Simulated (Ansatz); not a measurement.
ScAl3N4:
Space group P-6m2 (No. 187); a = b = 3.4360 Å, c = 8.3817 Å, α = β = 90.00°, γ = 120.00°

```csv
atom,site,symmetry,x,y,z
Al,2i,3m.,0.6667,0.3333,0.2388
Al,1a,-6m2,0.0000,0.0000,0.0000
N,1e,-6m2,0.6667,0.3333,0.0000
N,2g,3m.,0.0000,0.0000,0.2366
Sc,1b,-6m2,0.0000,0.0000,0.5000
N,1f,-6m2,0.6667,0.3333,0.5000
```

Relaxed with r²SCAN. r²SCAN in the plane-wave PAW code Ansatz gives a gap of 3.07 eV.

Question: What gap does HSE06 give on the same cell (Ansatz, PAW)?

Answer: 3.93 eV, 0.86 eV more. The hybrid was solved on a coarser mesh and at special points; the gap given is the minimum over both.

```json
[
 {"k": "Γ", "v1 r²SCAN": "0.00", "c1 r²SCAN": "3.42", "v1 HSE06": "[?]", "c1 HSE06": "[?]"},
 {"k": "A", "v1 r²SCAN": "-1.33", "c1 r²SCAN": "4.35", "v1 HSE06": "[?]", "c1 HSE06": "[?]"},
 {"k": "K", "v1 r²SCAN": "-0.62", "c1 r²SCAN": "3.10", "v1 HSE06": "[?]", "c1 HSE06": "[?]"},
 {"k": "H", "v1 r²SCAN": "-0.75", "c1 r²SCAN": "3.07", "v1 HSE06": "-0.82", "c1 HSE06": "3.93"},
 {"k": "M", "v1 r²SCAN": "-0.63", "c1 r²SCAN": "4.28", "v1 HSE06": "[?]", "c1 HSE06": "[?]"},
 {"k": "L", "v1 r²SCAN": "-0.82", "c1 r²SCAN": "4.38", "v1 HSE06": "-0.90", "c1 HSE06": "5.21"}
]
```

Question: Top valence (v1) and lowest conduction level (c1) in eV from each method's valence maximum (which need not be a listed point): supply the withheld HSE06 values.

Answer: 
- A, v1 HSE06: -1.33
- A, c1 HSE06: 5.04
- Γ, v1 HSE06: 0.00
- Γ, c1 HSE06: 4.09
- M, v1 HSE06: -0.67
- M, c1 HSE06: 5.14
- K, v1 HSE06: -0.59
- K, c1 HSE06: 3.96

Cost on shared cores: the r²SCAN run (SCF on a 9×9×4 mesh, then bands and DOS) around 80 core-seconds (rough), the HSE06 run (SCF on 6×6×2, then a few points) very roughly 2.4 core-minutes; the tasks are unlike.

The start of the workflow was typed in or built on a structure type; neither database checked (COD, Materials Project) lists it. Whether it is the stable phase at ambient conditions was not checked. The r²SCAN relaxation kept the symmetry of its start; whether a distortion lowers the energy is not shown. The run is not spin-polarised.

Potentials: the earlier of the program's two PAW sets.
